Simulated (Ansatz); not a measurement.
Property card for Li3LaBi2

Li3LaBi2:
```
CELL_PARAMETERS angstrom
      4.73226     0.00000     0.00000
     -2.36613     4.09826     0.00000
      0.00000     0.00000     7.60376
ATOMIC_POSITIONS crystal
  Li 0.66667 0.33333 0.35835
  Li 0.33333 0.66667 0.64165
  Li 0.00000 0.00000 0.50000
  La 0.00000 0.00000 0.00000
  Bi 0.66667 0.33333 0.74355
  Bi 0.33333 0.66667 0.25645
```

Space group P-3m1 (No. 164); conventional cell a = b = 4.7323 Å, c = 7.6038 Å, α = β = 90.00°, γ = 120.00°.

Method: r²SCAN in the plane-wave PAW code Ansatz. The cell and atoms are relaxed at this level. Other levels are named where they apply.

### Cell and energy

- Volume per atom: 24.58 Å³
- Density: 6.50 g/cm³
- Formation energy from the elements (no fitted shifts): -0.88 eV/atom

### Electronic structure

Band gap: 0.41 eV (indirect)
Valence-band maximum: at Γ
Conduction-band minimum: at L (3 equivalent valleys)
Smallest direct gap on the standard path: 1.01 eV
Electron effective mass: 0.20, 0.23, 1.7 mₑ (principal values)
Weight of the conduction-edge state by species (Voronoi cells): La 51 %, Li 31 %, Bi 19 %
Hole effective mass: 0.11, 3.5, 3.5 mₑ (principal values)
Weight of the valence-edge state by species (Voronoi cells): Bi 62 %, La 21 %, Li 16 %
HSE06 gap on the r²SCAN cell: 0.34 eV
Gap with spin–orbit coupling: none (metallic)

### Mechanics

- Bulk modulus (Birch–Murnaghan fit) = 39.1 GPa
- Pressure derivative B′ = 4.1

### Charges

Bader charges: Li +0.85 to +0.88, La +1.56, Bi -2.07 e

The first step of the workflow began from a Materials Project structure, measured or hypothetical; the Crystallography Open Database files this formula in space group No. 164, but the cells were not matched. Whether it is the stable phase at ambient conditions was not checked. The r²SCAN relaxation kept the symmetry of its start; its stability against distortions is not shown here. The references are the lowest solids computed at this level, not always the standard phases. Spin–orbit coupling is left out wherever it is not named.

Potentials: the later of the program's two PAW sets.
